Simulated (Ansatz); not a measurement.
**A run on Ga$_{3}$Sb that went wrong**

Someone meant to compute Ga$_{3}$Sb with PBEsol, plane waves and PAW in Ansatz and wrote this input. Its settings were carried over from an input for a code that works in rydberg.

```yaml
crystal:
  lattice:
    - [-2.158799, 2.158799, 4.760484]
    - [2.158799, -2.158799, 4.760484]
    - [2.158799, 2.158799, -4.760484]
  atoms:
    - { symbol: Ga, position: [0.75, 0.25, 0.5] }
    - { symbol: Ga, position: [0.25, 0.75, 0.5] }
    - { symbol: Ga, position: [0.5, 0.5, 0.0] }
    - { symbol: Sb, position: [0.0, 0.0, 0.0] }
basis:
  ecutwfc: 25
kpoints:
  mp_grid: { grid: [14, 14, 14] }
hamiltonian:
  xc: pbesol
scf:
  occupations: { method: gaussian, width: 0.1 }
  max_iter: 90
output:
  forces: true
  stress: true
  eigenvalues: true
```

Command:

```bash
ansatz run input.yaml --threads 1 --pin off --max-ram 2560MiB --backend cpu --events-out ev --progress --plain --runs-dir out
```

Output, shortened:

```text
Error: inconsistent input (basis.ecutwfc, kpoints): the smallest per-k basis holds n_pw = 22 plane waves (k-point 226, counted from 0 among those solved) but the deck needs at least 28 band(s) per channel, and no run solves more bands than the smallest per-k basis has plane waves; raise basis.ecutwfc until the smallest per-k basis, which caps the automatic band count, holds at least 28 plane waves
```

Problem. Name the fault and the cure.

Solution. The fault is a cutoff meant in rydberg typed as eV. A bare number is read in eV; 1 Ry is 13.606 eV. The cure is a cutoff in eV, here the recommended one.

Mended input, as a difference (which also takes the iteration limit of the reference run):

```diff
 basis:
-  ecutwfc: 25
+  ecutwfc: 420
 scf:
-  max_iter: 90
```

Result of the mended run: a pressure of -3.47 GPa, no gap.

Time of the mended run: 44 s on 1 thread of Intel(R) Xeon(R) Platinum 8488C (Sapphire Rapids) (shared host), peak memory 0.77 GiB.